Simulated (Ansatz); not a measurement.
CaHCl, first-principles data

CaHCl:
```cif
data_H2Ca2Cl2
_chemical_formula_sum 'Ca2 H2 Cl2'
_space_group_name_H-M_alt 'P 1'
_space_group_IT_number 1
_cell_length_a 3.80623
_cell_length_b 3.80623
_cell_length_c 6.91311
_cell_angle_alpha 90.000
_cell_angle_beta 90.000
_cell_angle_gamma 90.000
loop_
_space_group_symop_operation_xyz
  'x, y, z'
loop_
_atom_site_label
_atom_site_type_symbol
_atom_site_fract_x
_atom_site_fract_y
_atom_site_fract_z
_atom_site_occupancy
Ca1 Ca 0.00000 0.50000 0.80865 1
Ca2 Ca 0.50000 0.00000 0.19135 1
H1 H 0.50000 0.50000 0.00000 1
H2 H 0.00000 0.00000 0.00000 1
Cl1 Cl 0.50000 0.00000 0.65322 1
Cl2 Cl 0.00000 0.50000 0.34678 1
```

Space group P4/nmm (No. 129); conventional cell a = 3.806 Å, b = 3.806 Å, c = 6.913 Å, α = 90.00°, β = 90.00°, γ = 90.00°.

Method: DFT-r²SCAN in the program Ansatz with PAW potentials. The cell and atoms are relaxed at this level. Other levels are named where they apply.

Cell and energy:

```yaml
volume_per_atom: 16.69 Å³
density: 2.54 g/cm³
Formation energy from the elements (no fitted shifts): -1712 meV/atom
```

Electronic structure:

```yaml
band_gap: 4.25 eV (direct)
valence_band_maximum: at Z
conduction_band_minimum: at Z
electron_effective_mass: 0.54, 0.54, 1.1 mₑ (principal values)
hole_effective_mass: 14, 23, 23 mₑ (principal values)
HSE06 gap on the r²SCAN cell: 4.97 eV
```

Charges:

```yaml
bader_charges: Ca +1.55, H -0.72, Cl -0.83 e
```

The first step of the workflow began from a Materials Project structure, measured or hypothetical; the Crystallography Open Database files this formula in space group No. 129, but the cells were not matched. Its standing as an ambient phase is unchecked. The cell was relaxed with r²SCAN under the symmetry of its start; its stability against distortions is not shown here. The references are the lowest solids computed at this level, not always the standard phases (solids in place of the gases).

Potentials: the later of the program's two PAW sets.
